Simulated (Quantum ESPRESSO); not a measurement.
```cif
data_Te4Zn4
_chemical_formula_sum 'Zn4 Te4'
_space_group_name_H-M_alt 'F-43m'
_space_group_IT_number 216
_space_group_name_Hall 'F -4 2 3'
_cell_length_a 6.02183
_cell_length_b 6.02183
_cell_length_c 6.02183
_cell_angle_alpha 90.000
_cell_angle_beta 90.000
_cell_angle_gamma 90.000
loop_
_atom_site_label
_atom_site_type_symbol
_atom_site_symmetry_multiplicity
_atom_site_Wyckoff_symbol
_atom_site_fract_x
_atom_site_fract_y
_atom_site_fract_z
_atom_site_occupancy
Zn1 Zn 4 d 0.75000 0.75000 0.75000 1
Te1 Te 4 b 0.50000 0.50000 0.50000 1
```
(The calculation used a cell of 2 atoms; values per cell refer to that cell.)

The PBEsol cell relaxed from Materials Project entry mp-2176 was given an isotropic strain of -0.7 % on all lattice vectors, and the atoms were relaxed again.

Problem. What does PBEsol (pw.x of Quantum ESPRESSO, ONCV potentials, no spin-orbit coupling) give for the electronic structure near the Fermi level?

Solution. The PBEsol gap is direct, 1.34 eV at Γ. Without spin-orbit coupling, band edges of such heavy elements can be off by tenths of an eV.
